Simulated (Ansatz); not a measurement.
Relaxed-ion elastic tensor of MgTe (zinc blende, F-43m) in GPa (Voigt order), plane-wave PAW LDA (Ansatz code); density 3.91 g/cm³, 32.29 Å³ per atom.

```json
[
 {"": "1", "1": "48.4", "2": "33.9", "3": "33.9", "4": "0.0", "5": "0.0", "6": "0.0"},
 {"": "2", "1": "33.9", "2": "48.4", "3": "33.9", "4": "0.0", "5": "0.0", "6": "0.0"},
 {"": "3", "1": "33.9", "2": "33.9", "3": "48.4", "4": "0.0", "5": "0.0", "6": "0.0"},
 {"": "4", "1": "0.0", "2": "0.0", "3": "0.0", "4": "17.4", "5": "0.0", "6": "0.0"},
 {"": "5", "1": "0.0", "2": "0.0", "3": "0.0", "4": "0.0", "5": "17.4", "6": "0.0"},
 {"": "6", "1": "0.0", "2": "0.0", "3": "0.0", "4": "0.0", "5": "0.0", "6": "17.4"}
]
```

Is the crystal mechanically stable?

Yes: the smallest eigenvalue of C is 14.5 GPa.

Work out the Voigt, Reuss and Hill averages.

K_V = 38.7, K_R = 38.7, K_H = 38.7; G_V = 13.3, G_R = 11.1, G_H = 12.2 GPa.

Give Young's modulus, Poisson's ratio, Pugh's ratio and the universal anisotropy index.

E = 9KG/(3K + G) = 33.2 GPa; ν = 0.36; K/G = 3.17 (ductile by the Pugh limit of 1.75); A_U = 5G_V/G_R + K_V/K_R − 6 = 0.97.

Estimate the sound speeds and the Debye temperature.

v_l = √((K + 4G/3)/ρ) = 3750 m/s, v_t = √(G/ρ) = 1770 m/s, mean 1990 m/s; Θ = (h/k)(3n/4πV)^(1/3) v_m = 186 K.

Give the Zener ratio and Young's modulus along [100], [110] and [111].

A = 2C44/(C11 − C12) = 2.39; 1/E = S11 − 2(S11 − S12 − S44/2)Γ with Γ = 0, 1/4, 1/3 gives 20.5, 34.8, 45.3 GPa.

Solve the Christoffel equation for the three sound speeds along [100], [110], [111].

Eigenvalues of C_ijkl n_j n_l equal ρv² (piezoelectric stiffening left out). In km/s, slowest first: [100] 2.11, 2.11, 3.52; [110] 1.36, 2.11, 3.87; [111] 1.65, 1.65, 3.98.

The LDA relaxation kept the symmetry of its start; of distortions, only those at the zone centre were tested. Scalar-relativistic: spin–orbit coupling is off unless named, which matters more the heavier the elements.

Potentials: the later of the program's two PAW sets.
